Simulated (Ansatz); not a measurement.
MgS (rock salt)

```
MgS
1.0
    0.00000     5.22970     5.22970
    2.61485     0.00000     2.61485
    2.61485     2.61485     0.00000
S Mg
2 2
Direct
  0.00000   0.00000   0.00000
  0.50000   0.00000   0.00000
  0.25000   0.50000   0.50000
  0.75000   0.50000   0.50000
```

The atoms are displaced by Q × the pattern below (from a DFPT mode at L = (0.5, 0.0, 0.0), largest move 1; Q in Å), at fixed cell. (q is in reciprocal vectors of the primitive cell; the cell shown is doubled to hold the pattern.)

```json
[
 {"atom": "S1", "x": "-0.577", "y": "0.577", "z": "0.577"},
 {"atom": "S2", "x": "0.577", "y": "-0.577", "z": "-0.577"}
]
```

Atoms not listed stay in place.

Computed with PBE (plane waves to 420 eV, PAW, scalar-relativistic; Ansatz, an electronic-structure program). k mesh 11×11×11 (Γ-centred), Fermi-Dirac smearing 0.05 eV. E stands for the smeared free energy. MgS was relaxed with its symmetry unable to fall. ΔE is measured from the undisplaced structure.

| Q (Å) | ΔE (meV/cell) |
|---|---|
| -0.2800 | 783 |
| -0.2333 | 543 |
| -0.1867 | 347 |
| -0.1400 | withheld |
| -0.0933 | 87 |
| -0.0467 | 22 |
| 0.0000 | 0 |
| 0.0467 | 22 |
| 0.0933 | 87 |
| 0.1400 | withheld |
| 0.1867 | 347 |
| 0.2333 | 543 |
| 0.2800 | 783 |

Task: Fit an even polynomial form (powers 2, 4) to the given rows and predict ΔE at Q = 0.1400.

Result: Least squares on the 11 given rows: ΔE = (9944)·Q² + (548.7)·Q⁴, in meV/cell with Q in Å; root-mean-square residual 0.3 meV/cell. At 0.1400 the fit gives 195 meV/cell; the calculation gives 195 meV/cell, the same to the digits shown. The quadratic term alone would give 195 meV/cell.

(For displaced atoms, the force is minus the slope of the energy, and its curvature is a force constant, which sets phonon frequencies.)
